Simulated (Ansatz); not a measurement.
SrCl2:
```xyz
3
Lattice="0.0000 3.5205 3.5205 3.5205 0.0000 3.5205 3.5205 3.5205 0.0000" Properties=species:S:1:pos:R:3 pbc="T T T"
Sr     0.0000     0.0000     0.0000
Cl     1.7602     1.7602     1.7602
Cl     5.2807     5.2807     5.2807
```

Relaxed with PBE.

Give the Bader charges and basin volumes of the independent atoms, plane-wave PAW PBE (Ansatz code).



```json
[
 {"atom": "Sr1", "Bader charge (e)": "+1.63", "Bader volume (Å³)": "19.4"},
 {"atom": "Cl2", "Bader charge (e)": "-0.81", "Bader volume (Å³)": "32.5"}
]
```

Space group Fm-3m (fluorite). The cell was relaxed with PBE under the symmetry of its start.

Potentials: the later of the program's two PAW sets.
